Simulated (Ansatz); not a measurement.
## V$_{3}$Te$_{8}$Mo (P3m1) at 2 levels of theory

One geometry, relaxed with PBE; plane waves with PAW potentials in Ansatz, scalar-relativistic. Collinear spin; the first row ends at 3.0 μB a primitive cell. Gaps are the least over mesh and band path; pressure is positive in compression.

```cif
data_structure
_symmetry_space_group_name_H-M 'P3m1'
_symmetry_Int_Tables_number 156
_cell_length_a 3.5916
_cell_length_b 3.5916
_cell_length_c 38.1517
_cell_angle_alpha 90.000
_cell_angle_beta 90.000
_cell_angle_gamma 120.000
_cell_volume 426.20
loop_
_atom_site_label
_atom_site_type_symbol
_atom_site_symmetry_multiplicity
_atom_site_Wyckoff_symbol
_atom_site_fract_x
_atom_site_fract_y
_atom_site_fract_z
_atom_site_occupancy
V1 V 1 b 0.33333 0.66667 0.09816 1
V2 V 1 c 0.66667 0.33333 0.90206 1
V3 V 1 c 0.66667 0.33333 0.29417 1
Te1 Te 1 b 0.33333 0.66667 0.85607 1
Te2 Te 1 b 0.33333 0.66667 0.24819 1
Te3 Te 1 c 0.66667 0.33333 0.65855 1
Te4 Te 1 c 0.66667 0.33333 0.05217 1
Te5 Te 1 c 0.66667 0.33333 0.75264 1
Te6 Te 1 c 0.66667 0.33333 0.14417 1
Te7 Te 1 b 0.33333 0.66667 0.94807 1
Te8 Te 1 b 0.33333 0.66667 0.34019 1
Mo1 Mo 1 b 0.33333 0.66667 0.70558 1
```

```json
{"level": "PBE", "cutoff (eV)": "420", "k mesh": "12×12×1", "gap (eV)": "0.05", "pressure (GPa)": "0.0", "largest moment (μB)": "1.01"}
```

Problem. What comes out on the same cell with r2SCAN?

Solution.
```csv
level,cutoff (eV),k mesh,gap (eV),pressure (GPa),largest moment (μB)
r2SCAN,500,12×12×1,0.20,-0.2,1.22
```

The state reached may not be the lowest one. Spin-orbit coupling matters for the bands of heavy elements and is left out. Moments started parallel, and an antiferromagnetic order may lie lower. The cell holds layers, chains or molecules and no dispersion correction was added, so their binding is poorly described.

The cell was found from a structure generator's guess, not taken from experiment.
